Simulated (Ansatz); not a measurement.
Input file for Ansatz (a first-principles code):

Ansatz 0.2 input:
```yaml
crystal:
  lattice:
    - [0.0, 4.274162699, 4.274162699]
    - [4.274162699, 0.0, 4.274162699]
    - [4.274162699, 4.274162699, 0.0]
  atoms:
    - { symbol: Ti, position: [0.3572777908, 0.8809074031, 0.8809074031] }
    - { symbol: Ti, position: [0.3690925969, 0.3690925969, 0.8927222092] }
    - { symbol: Ti, position: [0.8809074031, 0.3572777908, 0.8809074031] }
    - { symbol: Ti, position: [0.3690925969, 0.3690925969, 0.3690925969] }
    - { symbol: Ti, position: [0.8809074031, 0.8809074031, 0.8809074031] }
    - { symbol: Ti, position: [0.3690925969, 0.8927222092, 0.3690925969] }
    - { symbol: Ti, position: [0.8809074031, 0.8809074031, 0.3572777908] }
    - { symbol: Ti, position: [0.8927222092, 0.3690925969, 0.3690925969] }
    - { symbol: C, position: [0.125, 0.125, 0.125] }
    - { symbol: C, position: [0.625, 0.125, 0.125] }
    - { symbol: C, position: [0.125, 0.125, 0.625] }
    - { symbol: C, position: [0.125, 0.625, 0.125] }
kpoints:
  mp_grid: { grid: [17, 17, 17] }
hamiltonian:
  xc: pbesol
  pseudopotentials: { kind: paw }
scf:
  occupations: { method: fermi_dirac, width: 0.1 }
elastic: { mode: relaxed_ion, stencil: two_point, amplitude: 0.005, f_tol: 0.0005 }
```

Output (shortened):

```
Pseudopotential: Ti, paw, valence charge 12
Pseudopotential: C, paw, valence charge 4
Functional definition: PBEsol
Crystal: 12 atoms, lattice volume = 156.165 Å³
Basis set: ecut = 420 eV, 3119 PW (Γ), exchange–correlation on 90×90×90 points (8 copies of the dense FFT grid, shifted against one another)
Bands: 68, of which v1, the nominal top of the filled ones, is band 56 counted from 1 (55 counted from 0)
Symmetry: 48 space group operations
Space group: Fd-3m (ITA 227), of the structure as read, at distance tolerance 5.4e-5 Å
k-points: 165 of 4913
SCF 1 converged in 12 iterations: F = -20786.622686 eV  dr2 = 9.91e-15
relax step   1: F+E_penalty+E_count = -20786.62268627 eV  Δ(F+E_penalty+E_count) = +0.000e0 eV  max|allowed force component| = 2.868e-2 eV/Å  Δτ_max = 0.0000 Å  (12 SCF iters, accepted)
Crystal: 12 atoms, lattice volume = 156.165 Å³
SCF 2 converged in 13 iterations: F = -20786.623101 eV  dr2 = 3.15e-15
relax step   2: F+E_penalty+E_count = -20786.62310125 eV  Δ(F+E_penalty+E_count) = -4.150e-4 eV  max|allowed force component| = 4.366e-3 eV/Å  Δτ_max = 0.0025 Å  (13 SCF iters, accepted)
Crystal: 12 atoms, lattice volume = 156.165 Å³
SCF 3 converged in 9 iterations: F = -20786.623111 eV  dr2 = 2.29e-14
relax step   3: F+E_penalty+E_count = -20786.62311118 eV  Δ(F+E_penalty+E_count) = -9.929e-6 eV  max|allowed force component| = 2.419e-5 eV/Å  Δτ_max = 0.0003 Å  (9 SCF iters, accepted)
Crystal: 12 atoms, lattice volume = 156.165 Å³
SCF 4 converged in 14 iterations: F = -20786.623111 eV  dr2 = 0.0
Crystal: 12 atoms, lattice volume = 155.384 Å³
Basis set: ecut = 420 eV, 3063 PW (Γ), exchange–correlation on 90×90×90 points (8 copies of the dense FFT grid, shifted against one another)
Symmetry: 16 space group operations
k-points: 405 of 4913
SCF 5 converged in 12 iterations: F = -20786.618403 eV  dr2 = 4.24e-15
relax step   1: F+E_penalty+E_count = -20786.61840297 eV  Δ(F+E_penalty+E_count) = +0.000e0 eV  max|allowed force component| = 9.454e-2 eV/Å  Δτ_max = 0.0000 Å  (12 SCF iters, accepted)
Crystal: 12 atoms, lattice volume = 155.384 Å³
SCF 6 converged in 10 iterations: F = -20786.620395 eV  dr2 = 4.54e-14
relax step   2: F+E_penalty+E_count = -20786.62039516 eV  Δ(F+E_penalty+E_count) = -1.992e-3 eV  max|allowed force component| = 2.348e-2 eV/Å  Δτ_max = 0.0042 Å  (10 SCF iters, accepted)
Crystal: 12 atoms, lattice volume = 155.384 Å³
SCF 7 converged in 9 iterations: F = -20786.620666 eV  dr2 = 2.01e-14
relax step   3: F+E_penalty+E_count = -20786.62066629 eV  Δ(F+E_penalty+E_count) = -2.711e-4 eV  max|allowed force component| = 2.710e-3 eV/Å  Δτ_max = 0.0021 Å  (9 SCF iters, accepted)
Crystal: 12 atoms, lattice volume = 155.384 Å³
SCF 8 converged in 8 iterations: F = -20786.620670 eV  dr2 = 4.06e-14
relax step   4: F+E_penalty+E_count = -20786.62066978 eV  Δ(F+E_penalty+E_count) = -3.485e-6 eV  max|allowed force component| = 1.762e-5 eV/Å  Δτ_max = 0.0002 Å  (8 SCF iters, accepted)
Crystal: 12 atoms, lattice volume = 155.384 Å³
SCF 9 converged in 6 iterations: F = -20786.620670 eV  dr2 = 7.25e-17
Crystal: 12 atoms, lattice volume = 156.946 Å³
SCF 10 converged in 12 iterations: F = -20786.618293 eV  dr2 = 6.91e-15
relax step   1: F+E_penalty+E_count = -20786.61829313 eV  Δ(F+E_penalty+E_count) = +0.000e0 eV  max|allowed force component| = 8.917e-2 eV/Å  Δτ_max = 0.0000 Å  (12 SCF iters, accepted)
Crystal: 12 atoms, lattice volume = 156.946 Å³
SCF 11 converged in 10 iterations: F = -20786.620415 eV  dr2 = 4.69e-14
relax step   2: F+E_penalty+E_count = -20786.62041460 eV  Δ(F+E_penalty+E_count) = -2.121e-3 eV  max|allowed force component| = 5.766e-3 eV/Å  Δτ_max = 0.0058 Å  (10 SCF iters, accepted)
Crystal: 12 atoms, lattice volume = 156.946 Å³
SCF 12 converged in 9 iterations: F = -20786.620423 eV  dr2 = 1.22e-14
relax step   3: F+E_penalty+E_count = -20786.62042291 eV  Δ(F+E_penalty+E_count) = -8.315e-6 eV  max|allowed force component| = 7.688e-5 eV/Å  Δτ_max = 0.0004 Å  (9 SCF iters, accepted)
Crystal: 12 atoms, lattice volume = 156.946 Å³
SCF 13 converged in 6 iterations: F = -20786.620423 eV  dr2 = 6.32e-16
Crystal: 12 atoms, lattice volume = 156.164 Å³
Basis set: ecut = 420 eV, 3099 PW (Γ), exchange–correlation on 90×90×90 points (8 copies of the dense FFT grid, shifted against one another)
Symmetry: 8 space group operations
k-points: 729 of 4913
SCF 14 converged in 12 iterations: F = -20786.621541 eV  dr2 = 1.13e-14
relax step   1: F+E_penalty+E_count = -20786.62154057 eV  Δ(F+E_penalty+E_count) = +0.000e0 eV  max|allowed force component| = 1.517e-2 eV/Å  Δτ_max = 0.0000 Å  (12 SCF iters, accepted)
Crystal: 12 atoms, lattice volume = 156.164 Å³
SCF 15 converged in 10 iterations: F = -20786.621646 eV  dr2 = 2.86e-14
relax step   2: F+E_penalty+E_count = -20786.62164632 eV  Δ(F+E_penalty+E_count) = -1.058e-4 eV  max|allowed force component| = 3.864e-3 eV/Å  Δτ_max = 0.0010 Å  (10 SCF iters, accepted)
Crystal: 12 atoms, lattice volume = 156.164 Å³
SCF 16 converged in 9 iterations: F = -20786.621655 eV  dr2 = 4.30e-14
relax step   3: F+E_penalty+E_count = -20786.62165504 eV  Δ(F+E_penalty+E_count) = -8.713e-6 eV  max|allowed force component| = 1.295e-3 eV/Å  Δτ_max = 0.0004 Å  (9 SCF iters, accepted)
Crystal: 12 atoms, lattice volume = 156.164 Å³
SCF 17 converged in 8 iterations: F = -20786.621656 eV  dr2 = 9.58e-14
relax step   4: F+E_penalty+E_count = -20786.62165554 eV  Δ(F+E_penalty+E_count) = -5.023e-7 eV  max|allowed force component| = 1.371e-5 eV/Å  Δτ_max = 0.0001 Å  (8 SCF iters, accepted)
Crystal: 12 atoms, lattice volume = 156.164 Å³
SCF 18 converged in 6 iterations: F = -20786.621656 eV  dr2 = 1.88e-16
Crystal: 12 atoms, lattice volume = 156.164 Å³
SCF 19 converged in 12 iterations: F = -20786.621541 eV  dr2 = 1.14e-14
relax step   1: F+E_penalty+E_count = -20786.62154057 eV  Δ(F+E_penalty+E_count) = +0.000e0 eV  max|allowed force component| = 1.517e-2 eV/Å  Δτ_max = 0.0000 Å  (12 SCF iters, accepted)
Crystal: 12 atoms, lattice volume = 156.164 Å³
SCF 20 converged in 10 iterations: F = -20786.621655 eV  dr2 = 1.82e-14
relax step   2: F+E_penalty+E_count = -20786.62165534 eV  Δ(F+E_penalty+E_count) = -1.148e-4 eV  max|allowed force component| = 8.728e-4 eV/Å  Δτ_max = 0.0013 Å  (10 SCF iters, accepted)
Crystal: 12 atoms, lattice volume = 156.164 Å³
SCF 21 converged in 8 iterations: F = -20786.621656 eV  dr2 = 3.54e-14
relax step   3: F+E_penalty+E_count = -20786.62165554 eV  Δ(F+E_penalty+E_count) = -2.020e-7 eV  max|allowed force component| = 2.926e-5 eV/Å  Δτ_max = 0.0001 Å  (8 SCF iters, accepted)
Crystal: 12 atoms, lattice volume = 156.164 Å³
SCF 22 converged in 6 iterations: F = -20786.621656 eV  dr2 = 5.55e-17
SCF converged after 14 iterations
Stability not checked: this state was not tested for a lower state beside it, because too few of the mixer's solves of this state at the end of the SCF gave a …
Free energy (F): -20786.623111 eV
Harris-Foulkes:  -20786.623111 eV  (|F-HF|=3.64e-12)
Internal energy: -20786.443532 eV  (E = F + TS)
E sigma→0 (E₀):  -20786.533321 eV
Entropy (-TS):   -0.179580 eV (-14.965 meV/atom)
Fermi energy:    13.317506 eV
--- Per-component energies (eV) ---
  E_band       = -1158.965498
  E_kinetic    = 2544.926417
  E_local      = -7142.377568  (includes V_loc(G=0)·N_el)
  E_nonlocal   = 170.434784
  E_hartree    = 2936.264912
  E_xc         = -973.907826
  E_vxc        = -1222.010360  (∫ρ·V_xc dr)
  E_paw        = -8555.659818  (= ΣΔE_a)
  E_vpaw       = -1382.469520  (= ΣTr[D̂ρ^β])
  E_aug_tail   = 0.000923  (compensation charges beyond the density's cutoff)
  E_ewald      = -9767.324833
  E_core_change = 1.199477  (= ΣΔE_core)
  E_smearing   = -0.179580  (= −TS)
  E_closure    =  0.000000  (closes the sum)
  Σ components = -20786.623111   (vs F -20786.623111, Δ=0.00e0)
--- Forces (eV/Å), atoms counted from 1 ---
  atom   1  Ti     0.00002417    -0.00002417    -0.00002417
  atom   2  Ti     0.00002417     0.00002417    -0.00002417
  atom   3  Ti    -0.00002417     0.00002417    -0.00002417
  atom   4  Ti    -0.00002417    -0.00002417    -0.00002417
  atom   5  Ti     0.00002417     0.00002417     0.00002417
  atom   6  Ti     0.00002417    -0.00002417     0.00002417
  atom   7  Ti    -0.00002417    -0.00002417     0.00002417
  atom   8  Ti    -0.00002417     0.00002417     0.00002417
  atom   9  C      0.00000000     0.00000000     0.00000000
  atom  10  C      0.00000000     0.00000000     0.00000000
  atom  11  C      0.00000000     0.00000000     0.00000000
  atom  12  C      0.00000000     0.00000000     0.00000000
  max |Σ_I F_I| component: 1.33e-17 eV/Å
--- Stress (GPa, compression-positive) ---
       -0.027655       0.000000       0.000000
        0.000000      -0.027655       0.000000
        0.000000       0.000000      -0.027655
  P = ⅓ Tr σ = -0.0277 GPa (-0.277 kbar)
--- Band table (eV; the first three rows and the last of 165) ---
  k-point 0: bands = ["-43.0746", "-42.9898", "-42.9795", "-42.9795", "-42.9795", "-42.9515", "-42.9515", "-42.9515", "-19.7566", "-19.7236", "-19.7236", "-19.7236", "-19.7053", "-19.6542", "-19.6542", "-19.3753", "-19.3753", "-19.3753", "-19.3407", …
  k-point 1: bands = ["-43.0739", "-42.9900", "-42.9799", "-42.9793", "-42.9793", "-42.9518", "-42.9518", "-42.9516", "-19.7544", "-19.7217", "-19.7217", "-19.7205", "-19.7029", "-19.6519", "-19.6519", "-19.3771", "-19.3753", "-19.3753", "-19.3418", …
  k-point 2: bands = ["-43.0719", "-42.9908", "-42.9810", "-42.9786", "-42.9786", "-42.9525", "-42.9525", "-42.9518", "-19.7481", "-19.7162", "-19.7162", "-19.7122", "-19.6948", "-19.6454", "-19.6454", "-19.3820", "-19.3755", "-19.3755", "-19.3445", …
  k-point 164: bands = ["-43.0242", "-43.0188", "-42.9903", "-42.9870", "-42.9627", "-42.9617", "-42.9568", "-42.9567", "-19.6364", "-19.6358", "-19.6010", "-19.5951", "-19.5092", "-19.5068", "-19.4996", "-19.4807", "-19.4751", "-19.4561", "-19.4412", …
--- Elastic constants: 2 strain directions × 2 members + reference (group order 48) ---
  dense FFT box of the reference and of every strained cell: 45×45×45
  strains applied: 11, 23; error gains: componentwise 1.00 (the most a stress slope's error grows in a printed constant), spectral 1.73 (1 for all six strains …
  reference relaxed by the batch: 3 steps …
  largest displacement 2.1e-3 Å; the constants are those of the deck's cell at these positions:
  atoms:
    - { symbol: Ti, position: [0.3577122306682077, 0.8807625897772642, 0.8807625897772641] }
    - { symbol: Ti, position: [0.36923741022273593, 0.36923741022273593, 0.8922877693317924] }
    - { symbol: Ti, position: [0.8807625897772642, 0.3577122306682077, 0.8807625897772641] }
    - { symbol: Ti, position: [0.36923741022273593, 0.36923741022273593, 0.36923741022273593] }
    - { symbol: Ti, position: [0.8807625897772642, 0.8807625897772642, 0.8807625897772642] }
    - { symbol: Ti, position: [0.36923741022273593, 0.8922877693317924, 0.3692374102227358] }
    - { symbol: Ti, position: [0.8807625897772642, 0.8807625897772642, 0.3577122306682077] }
    - { symbol: Ti, position: [0.8922877693317924, 0.36923741022273593, 0.3692374102227358] }
    - { symbol: C, position: [0.125, 0.125, 0.125] }
    - { symbol: C, position: [0.6250000000000001, 0.125, 0.12499999999999994] }
    - { symbol: C, position: [0.125, 0.125, 0.6250000000000001] }
    - { symbol: C, position: [0.125, 0.6250000000000001, 0.12499999999999994] }
  C = ∂σ_k/∂η_j (tension-positive GPa; Voigt order 11 22 33 23 13 12):
       210.458    116.594    116.594      0.000      0.000      0.000
       116.594    210.458    116.594      0.000      0.000      0.000
       116.594    116.594    210.458      0.000      0.000      0.000
         0.000      0.000      0.000    119.390      0.000      0.000
         0.000      0.000      0.000      0.000    119.390      0.000
         0.000      0.000      0.000      0.000      0.000    119.390
  reference stress σ⁰ (GPa):      0.028      0.028      0.028      0.000      0.000      0.000
  moduli (Voigt/Reuss/Hill, GPa): K = 147.88/147.88/147.88   G = 90.41/73.81/82.11   E = 207.85   ν = 0.266
  mechanically stable: yes (min eigenvalue of sym C = 93.86 GPa)
  strain η (Voigt 11):  stress-route row diagonal C_11 = 210.46 GPa, energy-path curvature d²(F+E_count+ΔE)/dδ²/Ω₀ = 210.44 GPa
         δ    σ_11 (GPa)             F (eV)   n_scf  n_hpsi   n_pw
    -5.000e-3      -1.0324      -20786.6206698       6  343561   3063   relax 4 steps, max|allowed force component| 1.76e-5 eV/Å
     5.000e-3       1.0722      -20786.6204229       6  344048   3119   relax 3 steps, max|allowed force component| 7.69e-5 eV/Å
  strain η (Voigt 23):  stress-route row diagonal C_44 = 119.39 GPa, energy-path curvature d²(F+E_count+ΔE)/dδ²/Ω₀ = 119.38 GPa
         δ    σ_23 (GPa)             F (eV)   n_scf  n_hpsi   n_pw
    -5.000e-3      -0.5969      -20786.6216555       6  619665   3099   relax 4 steps, max|allowed force component| 1.37e-5 eV/Å
     5.000e-3       0.5970      -20786.6216555       6  619033   3099   relax 3 steps, max|allowed force component| 2.93e-5 eV/Å
```

Cost: around 2.5 core-hours (rough) on shared cores.

The first step of the workflow began from a Materials Project structure, measured or hypothetical; the Crystallography Open Database copy checked does not list it. Whether it is the stable phase at ambient conditions was not checked. Symmetry was held in the PBEsol relaxation; of distortions, only those at the zone centre were tested. No spin polarisation was allowed. As this level gives no gap, shear constants depend on the k-mesh and smearing (Fermi–Dirac, 0.1 eV here).

Potentials: the later of the program's two PAW sets.

Ansatz is a plane-wave DFT program.
